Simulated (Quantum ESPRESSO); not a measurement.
**MoS2: magnetic shieldings**

```
MoS2
1.0
    3.19224     0.00000     0.00000
   -1.59612     2.76456     0.00000
    0.00000     0.00000    13.37829
Mo S
2 4
Direct
  0.66667   0.33333   0.25000
  0.33333   0.66667   0.75000
  0.66667   0.33333   0.63308
  0.33333   0.66667   0.36692
  0.33333   0.66667   0.13308
  0.66667   0.33333   0.86692
```
Geometry: a computed entry of the Materials Project; it was not checked against measured cells. It is MoS2 in P6₃/mmc. Stability against distortions was not tested. The layers lie 3.6 Å apart; this gap hangs on dispersion, and neither it nor the stacking was checked against the measured crystal. The run has no spin polarisation.

Shieldings are absolute and leave out the bulk-susceptibility term; a larger σ means a smaller chemical shift. By our sweeps, such settings leave a few ppm in absolute σ on light atoms and up to some 20 ppm from Zn on. No spin–orbit coupling; Mo is the heaviest element present. The datasets of S hold no d projectors, which limits absolute σ on these atoms.

Q: What do the calculations give at each independent site (shieldings by GIPAW with PBE in a modified build of Quantum ESPRESSO, on JTH PAW datasets, 20 Ha, k-mesh 9×9×2 shifted, f-sum rule met within 0.003 %)?

A: 
| site | site symmetry | σ_iso (ppm) |
|---|---|---|
| Mo (atoms 1, 2) | -6m2 | 258 |
| S (atoms 3, 4, 5, 6) | 3m | 143 |
